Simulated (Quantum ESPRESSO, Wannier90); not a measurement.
## Tight-binding from DFT: CoSn (P6/mmm)

Cell from Materials Project (mp-20536), symmetrised, no further relaxation. Not found in the COD (Crystallography Open Database) copy used; not checked further. Level: PBEsol, no spin polarisation, no spin-orbit coupling; pw.x of Quantum ESPRESSO at 77 Ry with PseudoDojo potentials, 4×4×6 k-points, Wannier90. Density: 12×12×10 mesh, cold smearing 0.01 Ry. A non-magnetic state is assumed; magnetic ones were not tried. Spin-orbit coupling is left out although heavy elements are present.

On the energy scale of pw.x, whose zero is arbitrary, the Fermi level lies at 15.36 eV.

Input w.win:

```
num_bands = 9
num_wann = 9
exclude_bands = 1-3,13-84
num_iter = 1000
conv_tol = 1.0e-6
conv_window = 4
write_hr = true
write_u_matrices = true
auto_projections = true
begin unit_cell_cart
ang
    5.2460400393    0.0000000000    0.0000000000
   -2.6230200196    4.5432039433    0.0000000000
    0.0000000000    0.0000000000    4.1875900000
end unit_cell_cart
begin atoms_frac
Co  -0.0000000000  0.5000000000  0.0000000000
Co   0.5000000000  0.0000000000  0.0000000000
Co   0.5000000000  0.5000000000  0.0000000000
Sn  -0.3333333333  0.3333333333  0.5000000000
Sn   0.3333333333 -0.3333333333  0.5000000000
Sn   0.0000000000  0.0000000000  0.0000000000
end atoms_frac
mp_grid = 4 4 6
begin kpoints
0.0000000000 0.0000000000 0.0000000000
0.0000000000 0.0000000000 0.1666666667
0.0000000000 0.0000000000 0.3333333333
... (93 more lines: the 4x4x6 mesh through Gamma)
end kpoints
```

Input of pw2wannier90.x that gives the overlap and projection files (equivalent; here they were cut from one run over all bands):

```
&inputpp
  outdir = './out'
  prefix = 'pwscf'
  seedname = 'w'
  write_amn = .true.
  write_mmn = .true.
  atom_proj = .true.
  atom_proj_exclude = 1 5 6 7 8 9 10 11 15 16 17 18 19 20 21 25 26 27 28 29 30 31 32 33 34 35 36 37 38 39 40 41 42 43 44 45 46 47 48 49 50 51 52 53 54 55 56 57
/
```

Output w.wout (banner and timings cut):

```
                                    ------
                                    SYSTEM
                                    ------

                              Lattice Vectors (Ang)
                    a_1     5.246040   0.000000   0.000000
                    a_2    -2.623020   4.543204   0.000000
                    a_3     0.000000   0.000000   4.187590

                   Unit Cell Volume:      99.80631  (Ang^3)

                        Reciprocal-Space Vectors (Ang^-1)
                    b_1     1.197701   0.691493  -0.000000
                    b_2     0.000000   1.382986   0.000000
                    b_3     0.000000  -0.000000   1.500430

 *----------------------------------------------------------------------------*
 |   Site       Fractional Coordinate          Cartesian Coordinate (Ang)     |
 +----------------------------------------------------------------------------+
 | co   1   0.00000   0.50000   0.00000   |   -1.31151   2.27160   0.00000    |
 | co   2   0.50000   0.00000   0.00000   |    2.62302   0.00000   0.00000    |
 | co   3   0.50000   0.50000   0.00000   |    1.31151   2.27160   0.00000    |
 | sn   1  -0.33333   0.33333   0.50000   |   -2.62302   1.51440   2.09380    |
 | sn   2   0.33333  -0.33333   0.50000   |    2.62302  -1.51440   2.09380    |
 | sn   3   0.00000   0.00000   0.00000   |    0.00000   0.00000   0.00000    |
 *----------------------------------------------------------------------------*
                                ------------
                                K-POINT GRID
                                ------------

             Grid size =  4 x  4 x  6      Total points =   96

 *---------------------------------- MAIN ------------------------------------*
 |  Number of Wannier Functions               :                 9             |
 |  Number of Objective Wannier Functions     :                 9             |
 |  Number of input Bloch states              :                 9             |
 |  Output verbosity (1=low, 5=high)          :                 1             |
 |  Timing Level (1=low, 5=high)              :                 1             |
 |  Optimisation (0=memory, 3=speed)          :                 3             |
 |  Length Unit                               :               Ang             |
 |  Post-processing setup (write *.nnkp)      :                 F             |
 |  Using Gamma-only branch of algorithms     :                 F             |
 *----------------------------------------------------------------------------*
 *------------------------------- WANNIERISE ---------------------------------*
 |  Total number of iterations                :              1000             |
 |  Number of CG steps before reset           :                 5             |
 |  Trial step length for line search         :             2.000             |
 |  Convergence tolerence                     :         0.100E-05             |
 |  Convergence window                        :                 4             |
 |  Iterations between writing output         :                 1             |
 |  Iterations between backing up to disk     :               100             |
 |  Write r^2_nm to file                      :                 F             |
 |  Write xyz WF centres to file              :                 F             |
 |  Write on-site energies <0n|H|0n> to file  :                 F             |
 |  Use guiding centre to control phases      :                 F             |
 |  Use phases for initial projections        :                 F             |
 *----------------------------------------------------------------------------*
 *-------------------------------- PLOTTING ----------------------------------*
 |  Plotting Hamiltonian in WF basis          :                 T             |
 *----------------------------------------------------------------------------*

       ... (k-mesh section left out)

 Starting a new Wannier90 calculation ...

 Reading overlaps from w.mmn

 Reading projections from w.amn

 *------------------------------- WANNIERISE ---------------------------------*
 +--------------------------------------------------------------------+<-- CONV
 | Iter  Delta Spread     RMS Gradient      Spread (Ang^2)            |<-- CONV
 +--------------------------------------------------------------------+<-- CONV

 ------------------------------------------------------------------------------
 Initial State
  WF centre and spread    1  ( -1.311510,  2.271602,  0.000000 )     0.22418987
  WF centre and spread    2  ( -1.311510,  2.271602, -0.000000 )     0.22357221
  WF centre and spread    3  ( -1.311510,  2.271602, -0.000000 )     0.22355131
  WF centre and spread    4  (  2.623020, -0.000000,  0.000000 )     0.22418987
  WF centre and spread    5  (  2.623020, -0.000000,  0.000000 )     0.22354083
  WF centre and spread    6  (  2.623020, -0.000000, -0.000000 )     0.22358263
  WF centre and spread    7  (  1.311510,  2.271602, -0.000000 )     0.22418987
  WF centre and spread    8  (  1.311510,  2.271602,  0.000000 )     0.22357221
  WF centre and spread    9  (  1.311510,  2.271602, -0.000000 )     0.22355131
  Sum of centres and spreads (  7.869060, 13.629612, -0.000000 )     2.01394011

      0     0.201E+01     0.0000000000        2.0139401094  <-- CONV
        O_D=      0.0000000 O_OD=      0.0003605 O_TOT=      2.0139401 <-- SPRD
 ------------------------------------------------------------------------------
      1    -0.471E-11     0.0000026605        2.0139401094  <-- CONV
        O_D=      0.0000000 O_OD=      0.0003605 O_TOT=      2.0139401 <-- SPRD
      2    -0.897E-13     0.0000023118        2.0139401094  <-- CONV
        O_D=      0.0000000 O_OD=      0.0003605 O_TOT=      2.0139401 <-- SPRD
      3    -0.458E-11     0.0000022943        2.0139401094  <-- CONV
        O_D=      0.0000000 O_OD=      0.0003605 O_TOT=      2.0139401 <-- SPRD
      4    -0.312E-11     0.0000022628        2.0139401094  <-- CONV
        O_D=      0.0000000 O_OD=      0.0003605 O_TOT=      2.0139401 <-- SPRD
             <<<     Delta < 1.000E-06  over  4 iterations     >>>
             <<< Wannierisation convergence criteria satisfied >>>
 Final State
  WF centre and spread    1  ( -1.311510,  2.271602,  0.000000 )     0.22418987
  WF centre and spread    2  ( -1.311510,  2.271602, -0.000000 )     0.22357221
  WF centre and spread    3  ( -1.311510,  2.271602, -0.000000 )     0.22355131
  WF centre and spread    4  (  2.623020, -0.000000,  0.000000 )     0.22418987
  WF centre and spread    5  (  2.623020, -0.000000,  0.000000 )     0.22354083
  WF centre and spread    6  (  2.623020, -0.000000, -0.000000 )     0.22358263
  WF centre and spread    7  (  1.311510,  2.271602, -0.000000 )     0.22418987
  WF centre and spread    8  (  1.311510,  2.271602,  0.000000 )     0.22357221
  WF centre and spread    9  (  1.311510,  2.271602, -0.000000 )     0.22355131
  Sum of centres and spreads (  7.869060, 13.629612, -0.000000 )     2.01394011

         Spreads (Ang^2)       Omega I      =     2.013579572
        ================       Omega D      =     0.000000000
                               Omega OD     =     0.000360538
    Final Spread (Ang^2)       Omega Total  =     2.013940109
```
